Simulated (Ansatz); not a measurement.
## Calculation log, SrO (Fm-3m) (elastic constants by finite strains)

Level of theory: LDA, PAW on Ansatz 0.2.0's default frozen-core files (fitted under PBE), scalar-relativistic.

The cell comes from a PAW relaxation under the same functional.

Command:

```sh
ansatz run input.yaml --threads 1 --pin off --max-ram 2560MiB --backend cpu --events-out ev --progress --plain --runs-dir out
```

Input file:

```yaml
crystal:
  lattice:
    - [0.0, 2.53219500158, 2.53219500158]
    - [2.53219500158, 0.0, 2.53219500158]
    - [2.53219500158, 2.53219500158, 0.0]
  atoms:
    - { symbol: Sr, position: [0.5, 0.5, 0.5] }
    - { symbol: O, position: [0.0, 0.0, 0.0] }
kpoints:
  mp_grid: { grid: [8, 8, 8] }
scf:
  occupations: { method: fixed }
hamiltonian:
  xc: lda
  pseudopotentials: { kind: paw }
elastic:
  mode: relaxed_ion
  stencil: two_point
  amplitude: 0.005
```

The program printed:

```
Warning: RAYON_NUM_THREADS=1 ignored (pool sized by the plan → 1); use --threads N
Engine: ansatz 0.2.0, aarch64-unknown-linux-gnu
Pseudopotentials: kind: paw
Pseudopotential: Sr, paw, valence charge 10, recommended cutoff 420 eV (normal), Sr.paw.azcp
Pseudopotential: O, paw, valence charge 6, recommended cutoff 420 eV (normal), O.paw.azcp
Functional definition: SPW92
  exchange = slater_x
  correlation = pw_c
Crystal: 2 atoms, lattice volume = 32.473 Å³
Basis set: ecut = 420 eV, 609 PW (Γ)
Bands: 12, of which v1, the nominal top of the filled ones, is band 8 counted from 1 (7 counted from 0)
Symmetry: 48 space group operations
Space group: Fm-3m (ITA 225), of the structure as read, at distance tolerance 3.2e-5 Å
k-points: 29 of 512
Non-local potential: Sr, projectors of the file, l = 0: 3, l = 1: 2, l = 2: 2
Non-local potential: O, projectors of the file, l = 0: 2, l = 1: 2, l = 2: 1
PAW form: soft (Blöchl's): semilocal exchange-correlation on the pseudo side does not see the compensation charge
[... 101 lines left out ...]
  C = ∂σ_k/∂η_j (tension-positive GPa; Voigt order 11 22 33 23 13 12):
       208.679     52.132     52.132     -0.000      0.000      0.000
        52.132    208.679     52.132     -0.000      0.000     -0.000
        52.132     52.132    208.679     -0.000     -0.000     -0.000
         0.000     -0.000     -0.000     55.910      0.000      0.000
        -0.000      0.000      0.000     -0.000     55.910     -0.000
         0.000     -0.000     -0.000      0.000      0.000     55.910
  reference stress σ⁰ (GPa):      0.010      0.010      0.010     -0.000      0.000     -0.000
  C* (energy form; C + prestress term) asymmetry max|C*_kj − C*_jk| = 7.105e-15 GPa — a small one proves nothing (zero by symmetry where the batch's group is 432, −43m or m−3m); a large one is finite-difference/SCF noise where ...
  moduli (Voigt/Reuss/Hill, GPa): K = 104.31/104.31/104.31   G = 64.86/63.12/63.99   E = 159.38   ν = 0.245
  mechanically stable: yes (min eigenvalue of sym C = 55.91 GPa)
  strain η (Voigt 11):  stress-route row diagonal C_11 = 208.68 GPa, energy-path curvature d²(F+E_count+ΔE)/dδ²/Ω₀ = 208.53 GPa
         δ    σ_11 (GPa)             F (eV)   n_scf  n_hpsi   n_pw
    -5.000e-3      -1.0673       -4002.8284633       8   14616    643   relax 0 steps, max|allowed force component| 0.00e0 eV/Å
     5.000e-3       1.0194       -4002.8284096       6   13051    652   relax 0 steps, max|allowed force component| 2.47e-31 eV/Å
  strain η (Voigt 23):  stress-route row diagonal C_44 = 55.91 GPa, energy-path curvature d²(F+E_count+ΔE)/dδ²/Ω₀ = 55.73 GPa
         δ    σ_23 (GPa)             F (eV)   n_scf  n_hpsi   n_pw
    -5.000e-3      -0.2795       -4002.8288237       7   21240    648   relax 0 steps, max|allowed force component| 4.93e-30 eV/Å
     5.000e-3       0.2796       -4002.8288237       6   22895    648   relax 0 steps, max|allowed force component| 3.94e-30 eV/Å
```

Self-consistency was reached.

Elastic constants:

Elastic constants of a crystal by Kohn-Sham DFT: slopes of the stress over finite engineering strains of the given cell, Voigt indices, Cartesian axes as in the input.

- Pressure at rest: -0.01 GPa
- Least elastic eigenvalue: 55.91 GPa
- Elastically stable: yes

| index | elastic (GPa) |
| --- | --- |
| 11 | 208.7 |
| 12 | 52.13 |
| 44 | 55.91 |

### Elastic moduli

Hill averages of a grain aggregate, Debye temperature from the mean sound speed over directions.

```
Bulk modulus                     : 104.3 GPa
Shear modulus                    : 63.99 GPa
Young modulus                    : 159.4 GPa
Poisson ratio                    : 0.2454
Bulk over shear modulus          : 1.63
Elastic anisotropy index         : 0.1371
Least young modulus              : 142.3 GPa
Largest young modulus            : 187.8 GPa
Longitudinal sound speed         : 5982 m/s
Transverse sound speed           : 3475 m/s
Elastic debye temperature        : 452.2 K
Linear compressibility (x, y, z) : 3.196, 3.196, 3.196 1/TPa
Zener ratio                      : 0.7143
Cauchy pressure                  : -3.78 GPa
```

Strained cells:

Stress of each strained cell less that at rest, tension positive.

```tsv
strain component	strain	stress xx (GPa)	stress yy (GPa)	stress zz (GPa)	stress yz (GPa)	stress xz (GPa)	stress xy (GPa)	relaxation steps
xx	-0.005	-1.077	-0.2639	-0.2639	0	0	0	0
xx	0.005	1.009	0.2574	0.2574	0	0	0	0
yz	-0.005	0.0011	-0.0006	-0.0006	-0.2795	0	0	0
yz	0.005	0.0011	-0.0006	-0.0006	0.2796	0	0	0
```

Known limits: frozen-core PAW files fitted under PBE, their cores solved anew for the functional of the run.

Time and hardware: 8.1 s on 1 thread of Arm Neoverse V1, with other jobs on the host, peak memory 0.3 GiB.
